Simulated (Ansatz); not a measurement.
Given:

Nb$_{3}$Ir:
```
Nb3Ir
1.0
    5.11301     0.00000     0.00000
    0.00000     5.11301     0.00000
    0.00000     0.00000     5.11301
Nb Ir
6 2
Direct
  0.50000   0.25000   0.00000
  0.50000   0.75000   0.00000
  0.25000   0.00000   0.50000
  0.75000   0.00000   0.50000
  0.00000   0.50000   0.25000
  0.00000   0.50000   0.75000
  0.50000   0.50000   0.50000
  0.00000   0.00000   0.00000
```

This is the PBEsol-relaxed structure.

Question: All from PBEsol in the plane-wave PAW code Ansatz, unless another level is named. Estimate the density of states at the Fermi level.

Answer: 0.78 states/eV per atom (mean over ±0.08 eV).

Question: Give the formation energy from the elements (no fitted shifts).

Answer: -0.42 eV/atom.

Question: Predict the gap with spin–orbit coupling.

Answer: none (metallic).

Space group Pm-3n (A15 (Cr3Si type)). The first step of the workflow began from a Materials Project structure, measured or hypothetical; the Crystallography Open Database files this formula in space group No. 223, but the cells were not matched. Whether it is the stable phase at ambient conditions was not checked. Symmetry was held in the PBEsol relaxation; of distortions, only those at the zone centre were tested. No spin polarisation was allowed. The references are the lowest solids computed at this level, not always the standard phases. Spin–orbit coupling is left out wherever it is not named.

Potentials: the later of the program's two PAW sets.
